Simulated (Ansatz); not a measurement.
LiIn:
Space group Fd-3m, origin choice 1 (No. 227); a = b = c = 6.825 Å, α = β = γ = 90.00°

```json
[
 {"atom": "Li", "site": "8a", "symmetry": "-43m", "x": "0.0000", "y": "0.0000", "z": "0.0000"},
 {"atom": "In", "site": "8b", "symmetry": "-43m", "x": "0.5000", "y": "0.5000", "z": "0.5000"}
]
```
(The calculation used a cell of 4 atoms; values per cell refer to that cell.)

Relaxed with r²SCAN.

Which orbitals make up the states near the Fermi level in the program Ansatz at the r²SCAN level (PAW)?

Within 0.5 eV of the Fermi level: In 5p 42 %, In 5s 30 %, Li 2s 20 %, outside the projected shells 7 %. Projections are on Löwdin-orthogonalised atomic valence shells; empty p or d shells of many metals are not among them.

Tabulate the density of states.

States/eV per cell of 4 atoms, in 0.25 eV bins, energy from the Fermi level.

```
E (eV)  total  In 5p  In 5s  Li 2s
------  -----  -----  -----  -----
-7.85    1.01   0.33   0.60   0.07
-7.60    0.86   0.30   0.50   0.04
-7.35    0.70   0.27   0.40   0.02
-7.10    0.54   0.22   0.30   0.01
-6.85    0.18   0.07   0.10   0.00
-6.60    0.13   0.06   0.07   0.00
-6.35    0.47   0.21   0.24   0.01
-6.10    0.74   0.36   0.35   0.02
-5.85    1.66   0.90   0.61   0.12
-5.60    0.95   0.52   0.36   0.05
-5.35    0.70   0.39   0.27   0.03
-5.10    0.57   0.32   0.22   0.02
-4.85    0.47   0.26   0.18   0.01
-4.60    0.40   0.23   0.15   0.01
-4.35    0.33   0.19   0.12   0.01
-4.10    0.33   0.20   0.11   0.01
-3.85    1.34   1.03   0.12   0.15
-3.60    1.42   1.11   0.14   0.13
-3.35    1.42   1.13   0.14   0.10
-3.10    1.70   1.43   0.13   0.09
-2.85    1.72   1.47   0.13   0.07
-2.60    1.56   1.34   0.11   0.05
-2.35    1.43   1.24   0.11   0.04
-2.10    1.31   1.14   0.09   0.03
-1.85    1.19   1.04   0.08   0.02
-1.60    1.06   0.94   0.07   0.01
-1.35    0.96   0.85   0.06   0.01
-1.10    0.77   0.69   0.05   0.01
-0.85    0.50   0.44   0.04   0.00
-0.60    0.36   0.32   0.03   0.00
-0.35    0.25   0.22   0.02   0.00
-0.10    0.24   0.16   0.04   0.03
0.15     0.94   0.32   0.31   0.26
0.40     1.72   0.59   0.61   0.36
0.65     2.52   0.97   0.86   0.36
0.90     2.28   1.02   0.69   0.26
1.15     1.73   0.80   0.38   0.19
1.40     1.95   1.06   0.31   0.18
1.65     1.89   1.00   0.32   0.18
1.90     1.34   0.73   0.21   0.14
2.15     1.39   0.75   0.22   0.13
2.40     1.39   0.71   0.17   0.14
2.65     1.50   0.68   0.14   0.21
2.90     1.66   0.74   0.14   0.25
3.15     1.44   0.62   0.11   0.24
3.40     1.70   0.72   0.14   0.28
3.65     1.56   0.62   0.14   0.23
3.90     1.75   0.60   0.14   0.27
4.15     2.35   0.72   0.19   0.52
```

The workflow started from a Materials Project entry (that database holds measured and hypothetical structures alike); the Crystallography Open Database files this formula in space group No. 227, but the cells were not matched. Whether it is the stable phase at ambient conditions was not checked. Symmetry was held in the r²SCAN relaxation; its stability against distortions is not shown here. Scalar-relativistic: spin–orbit coupling is off unless named, which matters more the heavier the elements.

Potentials: the later of the program's two PAW sets.
